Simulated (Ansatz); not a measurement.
## Band structure of HfB

```
CELL_PARAMETERS angstrom
0.00000 2.31000 2.31000
2.31000 0.00000 2.31000
2.31000 2.31000 0.00000
ATOMIC_POSITIONS crystal
Hf 0.50000 0.50000 0.50000
B 0.00000 0.00000 0.00000
```

Atoms are numbered in the order listed.

Conventional cell: a = 4.620 Å, b = 4.620 Å, c = 4.620 Å, α = 90.00°, β = 90.00°, γ = 90.00°. Hf (atom 1) is surrounded by 6 B at 2.31 Å. Around B (atom 2) lie 6 Hf at 2.31 Å.

The cell comes from COD entry 1511179, which wasn't checked; take it as a given geometry.

Spin polarisation is left out, and whether a magnetic state lies lower isn't shown here.

No spin–orbit coupling, which matters for the heavy atoms here.

Theory: DFT, LDA, all-electron LAPW, scalar-relativistic in Ansatz 0.2.0.

Settings: a Γ-centred 15×15×15 k mesh, Fermi–Dirac smearing of 0.05 eV, basis error target 0.25 meV/atom, no spin polarisation.

Points in fractions of the reciprocal vectors of this cell: Γ (0, 0, 0), X (0.5, 0, 0.5), U (0.625, 0.25, 0.625), K (0.375, 0.375, 0.75), L (0.5, 0.5, 0.5), W (0.5, 0.25, 0.75). The path joins them by straight lines in the order Γ–X–U–K–Γ–L–W–X; legs that retrace an earlier one aren't tabulated. Energies are in eV from the Fermi level.

Task: Metal or insulator at this level of theory?

Result: No gap opens: metallic or semimetallic.

Task: Tabulate bands 20 to 26, counted from the lowest band of the run, along the path.

Result: 
```json
{"k (1/Å)": "0.00", "point": "Γ", "band 20": "-9.84", "band 21": "-9.48", "band 22": "2.07", "band 23": "2.07", "band 24": "2.07", "band 25": "4.03", "band 26": "4.03"}
{"k (1/Å)": "0.19", "point": "", "band 20": "-9.84", "band 21": "-9.28", "band 22": "1.82", "band 23": "1.87", "band 24": "1.87", "band 25": "1.96", "band 26": "4.18"}
{"k (1/Å)": "0.39", "point": "", "band 20": "-9.85", "band 21": "-8.72", "band 22": "0.13", "band 23": "1.21", "band 24": "1.60", "band 25": "1.60", "band 26": "4.42"}
{"k (1/Å)": "0.58", "point": "", "band 20": "-9.86", "band 21": "-7.91", "band 22": "-1.29", "band 23": "0.48", "band 24": "1.52", "band 25": "1.52", "band 26": "4.79"}
{"k (1/Å)": "0.78", "point": "", "band 20": "-9.87", "band 21": "-7.10", "band 22": "-2.07", "band 23": "-0.19", "band 24": "1.65", "band 25": "1.65", "band 26": "5.23"}
{"k (1/Å)": "0.97", "point": "", "band 20": "-9.87", "band 21": "-6.66", "band 22": "-1.98", "band 23": "-0.73", "band 24": "1.96", "band 25": "1.96", "band 26": "5.66"}
{"k (1/Å)": "1.17", "point": "", "band 20": "-9.87", "band 21": "-6.61", "band 22": "-1.28", "band 23": "-1.06", "band 24": "2.29", "band 25": "2.29", "band 26": "5.99"}
{"k (1/Å)": "1.36", "point": "X", "band 20": "-9.86", "band 21": "-6.65", "band 22": "-1.17", "band 23": "-0.86", "band 24": "2.44", "band 25": "2.44", "band 26": "6.11"}
{"k (1/Å)": "1.43", "point": "", "band 20": "-9.86", "band 21": "-6.62", "band 22": "-1.18", "band 23": "-0.87", "band 24": "2.34", "band 25": "2.42", "band 26": "6.24"}
{"k (1/Å)": "1.50", "point": "", "band 20": "-9.86", "band 21": "-6.56", "band 22": "-1.22", "band 23": "-0.89", "band 24": "2.09", "band 25": "2.40", "band 26": "6.60"}
{"k (1/Å)": "1.57", "point": "", "band 20": "-9.86", "band 21": "-6.46", "band 22": "-1.29", "band 23": "-0.93", "band 24": "1.74", "band 25": "2.39", "band 26": "7.11"}
{"k (1/Å)": "1.63", "point": "", "band 20": "-9.86", "band 21": "-6.33", "band 22": "-1.41", "band 23": "-0.98", "band 24": "1.36", "band 25": "2.43", "band 26": "7.35"}
{"k (1/Å)": "1.70", "point": "", "band 20": "-9.86", "band 21": "-6.16", "band 22": "-1.60", "band 23": "-1.04", "band 24": "0.98", "band 25": "2.55", "band 26": "7.16"}
{"k (1/Å)": "1.77", "point": "", "band 20": "-9.86", "band 21": "-5.96", "band 22": "-1.85", "band 23": "-1.10", "band 24": "0.61", "band 25": "2.76", "band 26": "6.94"}
{"k (1/Å)": "1.84", "point": "U", "band 20": "-9.86", "band 21": "-5.74", "band 22": "-2.16", "band 23": "-1.16", "band 24": "0.27", "band 25": "3.08", "band 26": "6.68"}
{"k (1/Å)": "1.96", "point": "", "band 20": "-9.86", "band 21": "-5.60", "band 22": "-2.31", "band 23": "-1.20", "band 24": "-0.02", "band 25": "3.48", "band 26": "6.48"}
{"k (1/Å)": "2.08", "point": "", "band 20": "-9.86", "band 21": "-5.45", "band 22": "-2.43", "band 23": "-1.24", "band 24": "-0.37", "band 25": "4.13", "band 26": "6.13"}
{"k (1/Å)": "2.20", "point": "", "band 20": "-9.86", "band 21": "-5.35", "band 22": "-2.50", "band 23": "-1.26", "band 24": "-0.59", "band 25": "4.82", "band 26": "5.61"}
{"k (1/Å)": "2.32", "point": "", "band 20": "-9.86", "band 21": "-5.35", "band 22": "-2.50", "band 23": "-1.26", "band 24": "-0.59", "band 25": "4.82", "band 26": "5.61"}
{"k (1/Å)": "2.44", "point": "", "band 20": "-9.86", "band 21": "-5.45", "band 22": "-2.43", "band 23": "-1.24", "band 24": "-0.37", "band 25": "4.13", "band 26": "6.13"}
{"k (1/Å)": "2.55", "point": "", "band 20": "-9.86", "band 21": "-5.60", "band 22": "-2.31", "band 23": "-1.20", "band 24": "-0.02", "band 25": "3.48", "band 26": "6.48"}
{"k (1/Å)": "2.67", "point": "K", "band 20": "-9.86", "band 21": "-5.74", "band 22": "-2.16", "band 23": "-1.16", "band 24": "0.27", "band 25": "3.08", "band 26": "6.68"}
{"k (1/Å)": "2.88", "point": "", "band 20": "-9.86", "band 21": "-5.09", "band 22": "-3.18", "band 23": "-1.27", "band 24": "-0.51", "band 25": "4.54", "band 26": "5.80"}
{"k (1/Å)": "3.09", "point": "", "band 20": "-9.85", "band 21": "-5.35", "band 22": "-3.24", "band 23": "-1.21", "band 24": "-0.89", "band 25": "4.84", "band 26": "6.30"}
{"k (1/Å)": "3.29", "point": "", "band 20": "-9.85", "band 21": "-6.51", "band 22": "-2.23", "band 23": "-0.89", "band 24": "-0.80", "band 25": "3.93", "band 26": "6.48"}
{"k (1/Å)": "3.50", "point": "", "band 20": "-9.84", "band 21": "-7.67", "band 22": "-0.95", "band 23": "-0.29", "band 24": "-0.24", "band 25": "3.15", "band 26": "5.16"}
{"k (1/Å)": "3.70", "point": "", "band 20": "-9.84", "band 21": "-8.62", "band 22": "0.43", "band 23": "0.56", "band 24": "0.78", "band 25": "2.56", "band 26": "3.97"}
{"k (1/Å)": "3.91", "point": "", "band 20": "-9.84", "band 21": "-9.25", "band 22": "1.51", "band 23": "1.66", "band 24": "2.19", "band 25": "2.23", "band 26": "3.40"}
{"k (1/Å)": "4.12", "point": "Γ", "band 20": "-9.84", "band 21": "-9.48", "band 22": "2.07", "band 23": "2.07", "band 24": "2.07", "band 25": "4.03", "band 26": "4.03"}
{"k (1/Å)": "4.28", "point": "", "band 20": "-9.84", "band 21": "-9.33", "band 22": "1.59", "band 23": "1.98", "band 24": "1.98", "band 25": "2.99", "band 26": "2.99"}
{"k (1/Å)": "4.45", "point": "", "band 20": "-9.84", "band 21": "-8.90", "band 22": "0.62", "band 23": "1.24", "band 24": "1.24", "band 25": "2.96", "band 26": "2.96"}
{"k (1/Å)": "4.62", "point": "", "band 20": "-9.84", "band 21": "-8.23", "band 22": "-0.45", "band 23": "0.33", "band 24": "0.33", "band 25": "3.53", "band 26": "3.53"}
{"k (1/Å)": "4.79", "point": "", "band 20": "-9.84", "band 21": "-7.40", "band 22": "-1.48", "band 23": "-0.42", "band 24": "-0.42", "band 25": "4.33", "band 26": "4.33"}
{"k (1/Å)": "4.96", "point": "", "band 20": "-9.84", "band 21": "-6.48", "band 22": "-2.45", "band 23": "-0.98", "band 24": "-0.98", "band 25": "5.22", "band 26": "5.22"}
{"k (1/Å)": "5.13", "point": "", "band 20": "-9.84", "band 21": "-5.58", "band 22": "-3.32", "band 23": "-1.32", "band 24": "-1.32", "band 25": "6.01", "band 26": "6.01"}
{"k (1/Å)": "5.29", "point": "L", "band 20": "-9.84", "band 21": "-5.03", "band 22": "-3.85", "band 23": "-1.43", "band 24": "-1.43", "band 25": "6.35", "band 26": "6.35"}
{"k (1/Å)": "5.43", "point": "", "band 20": "-9.84", "band 21": "-4.92", "band 22": "-3.97", "band 23": "-1.38", "band 24": "-1.36", "band 25": "6.15", "band 26": "6.31"}
{"k (1/Å)": "5.57", "point": "", "band 20": "-9.84", "band 21": "-4.58", "band 22": "-4.27", "band 23": "-1.28", "band 24": "-1.18", "band 25": "5.80", "band 26": "6.10"}
{"k (1/Å)": "5.71", "point": "", "band 20": "-9.85", "band 21": "-4.64", "band 22": "-4.07", "band 23": "-1.22", "band 24": "-0.92", "band 25": "5.55", "band 26": "5.64"}
{"k (1/Å)": "5.84", "point": "", "band 20": "-9.86", "band 21": "-4.99", "band 22": "-3.42", "band 23": "-1.22", "band 24": "-0.67", "band 25": "5.18", "band 26": "5.44"}
{"k (1/Å)": "5.98", "point": "", "band 20": "-9.86", "band 21": "-5.28", "band 22": "-2.70", "band 23": "-1.25", "band 24": "-0.59", "band 25": "5.01", "band 26": "5.42"}
{"k (1/Å)": "6.12", "point": "", "band 20": "-9.86", "band 21": "-5.46", "band 22": "-1.97", "band 23": "-1.30", "band 24": "-0.81", "band 25": "5.22", "band 26": "5.43"}
{"k (1/Å)": "6.26", "point": "W", "band 20": "-9.86", "band 21": "-5.53", "band 22": "-1.31", "band 23": "-1.31", "band 24": "-1.30", "band 25": "5.45", "band 26": "5.45"}
{"k (1/Å)": "6.35", "point": "", "band 20": "-9.86", "band 21": "-5.61", "band 22": "-1.35", "band 23": "-1.25", "band 24": "-1.14", "band 25": "4.82", "band 26": "6.05"}
{"k (1/Å)": "6.45", "point": "", "band 20": "-9.86", "band 21": "-5.81", "band 22": "-1.35", "band 23": "-1.17", "band 24": "-0.70", "band 25": "4.21", "band 26": "6.59"}
{"k (1/Å)": "6.55", "point": "", "band 20": "-9.86", "band 21": "-6.06", "band 22": "-1.33", "band 23": "-1.09", "band 24": "-0.06", "band 25": "3.64", "band 26": "7.03"}
{"k (1/Å)": "6.64", "point": "", "band 20": "-9.86", "band 21": "-6.29", "band 22": "-1.29", "band 23": "-1.00", "band 24": "0.70", "band 25": "3.15", "band 26": "7.31"}
{"k (1/Å)": "6.74", "point": "", "band 20": "-9.86", "band 21": "-6.48", "band 22": "-1.23", "band 23": "-0.93", "band 24": "1.48", "band 25": "2.77", "band 26": "6.85"}
{"k (1/Å)": "6.84", "point": "", "band 20": "-9.86", "band 21": "-6.60", "band 22": "-1.19", "band 23": "-0.88", "band 24": "2.15", "band 25": "2.52", "band 26": "6.35"}
{"k (1/Å)": "6.94", "point": "X", "band 20": "-9.86", "band 21": "-6.65", "band 22": "-1.17", "band 23": "-0.86", "band 24": "2.44", "band 25": "2.44", "band 26": "6.11"}
```
